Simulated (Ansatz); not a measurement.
**Property card for ZrSiO**

ZrSiO:
```yaml
crystal:
  lattice:
    - [3.27839, 0.00000, 0.00000]
    - [0.00000, 3.27839, 0.00000]
    - [0.00000, 0.00000, 7.25593]
  atoms:
    - { symbol: Zr, position: [0.00000, 0.50000, 0.68979] }
    - { symbol: Zr, position: [0.50000, 0.00000, 0.31021] }
    - { symbol: Si, position: [0.50000, 0.50000, 0.00000] }
    - { symbol: Si, position: [0.00000, 0.00000, 0.00000] }
    - { symbol: O, position: [0.00000, 0.50000, 0.38880] }
    - { symbol: O, position: [0.50000, 0.00000, 0.61120] }
```

Space group P4/nmm (No. 129); conventional cell a = b = 3.2784 Å, c = 7.2559 Å, α = β = γ = 90.00°.

Method: PBEsol (plane waves, PAW; program Ansatz). The cell and atoms are relaxed at this level. Other levels are named where they apply.

Cell and energy:

```json
{
  "volume_per_atom": "13.00 Å³",
  "density": "5.76 g/cm³",
  "Formation energy from the elements (no fitted shifts)": "-1.86 eV/atom"
}
```

Electronic structure:

```json
{
  "electronic_character": "metallic (no gap)",
  "Density of states at the Fermi level": "0.12 states/eV per atom (mean over ±0.08 eV)"
}
```

The workflow started from a Materials Project entry (that database holds measured and hypothetical structures alike); the Crystallography Open Database copy checked does not list it. Its standing as an ambient phase is unchecked. The cell was relaxed with PBEsol under the symmetry of its start; whether a distortion lowers the energy is not shown. The run is not spin-polarised. The references are the lowest solids computed at this level, not always the standard phases (solids in place of the gases). Scalar-relativistic: spin–orbit coupling is off unless named, which matters more the heavier the elements.

Potentials: the later of the program's two PAW sets.
